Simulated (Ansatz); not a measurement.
## Ti₂CuSb₃: how the free axis answers a strain

Ti₂CuSb₃, P-4m2, a = 3.749 Å, c = 8.171 Å. The structure is a COD entry; whether it is the stable form wasn't checked. Ansatz: PBEsol, PAW, 420 eV, Γ-centred 10×10×6 mesh on 6 atoms, Gaussian smearing 0.10 eV; no spin polarisation. Series: biaxial strain in the a-b plane, c and atoms relaxed; x is the strain in per cent. y is the change of c in per cent of 8.171 Å.

| x (%) | y (%) |
| --- | --- |
| -6.0 | 4.82 |
| -4.0 | 3.08 |
| -2.0 | 1.49 |
| 0.0 | 0.00 |
| 2.0 | ? |
| 4.0 | -3.05 |

Question: Fit y = c1 x + c2 x² to the other rows, say what c1 measures, and predict the missing y.

Answer: Least squares on the rows shown. y = −0.7714 x + 0.003931 x². With no stress along c, c1 = −2C13/C33 = -0.771. With a term in x³ added, the coefficient of x becomes -0.7394, 4 % less, which shows how far this figure hangs on the form. At x = 2.0 the fit asked for gives -1.53 %. The run gave -1.51 %, so the fit is 0.02 % too low, within the rms miss on the fitted rows (0.06 %).